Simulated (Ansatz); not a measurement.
Relaxed-ion elastic tensor of Li (fcc (Cu type), Fm-3m) in GPa (Voigt order), DFT-LDA in the program Ansatz with PAW potentials; density 0.61 g/cm³, 18.97 Å³ per atom.

|  | 1 | 2 | 3 | 4 | 5 | 6 |
|---|---|---|---|---|---|---|
| 1 | 17.7 | 13.6 | 13.6 | 0.0 | 0.0 | 0.0 |
| 2 | 13.6 | 17.7 | 13.6 | 0.0 | 0.0 | 0.0 |
| 3 | 13.6 | 13.6 | 17.7 | 0.0 | 0.0 | 0.0 |
| 4 | 0.0 | 0.0 | 0.0 | 10.9 | 0.0 | 0.0 |
| 5 | 0.0 | 0.0 | 0.0 | 0.0 | 10.9 | 0.0 |
| 6 | 0.0 | 0.0 | 0.0 | 0.0 | 0.0 | 10.9 |

**Question.** Is the crystal mechanically stable?

**Answer.** Yes: the smallest eigenvalue of C is 4.1 GPa.

**Question.** Work out the Voigt, Reuss and Hill averages.

**Answer.** K_V = 14.9, K_R = 14.9, K_H = 14.9; G_V = 7.4, G_R = 4.0, G_H = 5.7 GPa.

**Question.** Give Young's modulus, Poisson's ratio, Pugh's ratio and the universal anisotropy index.

**Answer.** E = 9KG/(3K + G) = 15.1 GPa; ν = 0.33; K/G = 2.63 (ductile by the Pugh limit of 1.75); A_U = 5G_V/G_R + K_V/K_R − 6 = 4.22.

**Question.** Estimate the sound speeds and the Debye temperature.

**Answer.** v_l = √((K + 4G/3)/ρ) = 6090 m/s, v_t = √(G/ρ) = 3060 m/s, mean 3430 m/s; Θ = (h/k)(3n/4πV)^(1/3) v_m = 383 K.

**Question.** Give the Zener ratio and Young's modulus along [100], [110] and [111].

**Answer.** A = 2C44/(C11 − C12) = 5.33; 1/E = S11 − 2(S11 − S12 − S44/2)Γ with Γ = 0, 1/4, 1/3 gives 5.9, 14.1, 26.3 GPa.

**Question.** Solve the Christoffel equation for the three sound speeds along [100], [110], [111].

**Answer.** Eigenvalues of C_ijkl n_j n_l equal ρv². In km/s, slowest first: [100] 4.24, 4.24, 5.39; [110] 1.84, 4.24, 6.61; [111] 2.87, 2.87, 6.97.

The workflow started from a Materials Project entry (that database holds measured and hypothetical structures alike); the Crystallography Open Database files this formula in space group No. 225, but the cells were not matched. It is not the phase usual at ambient conditions (space group No. 229). The LDA relaxation kept the symmetry of its start; its stability against distortions is not shown here. As this level gives no gap, shear constants depend on the k-mesh and smearing (Fermi–Dirac, 0.1 eV here).

Potentials: the earlier of the program's two PAW sets.
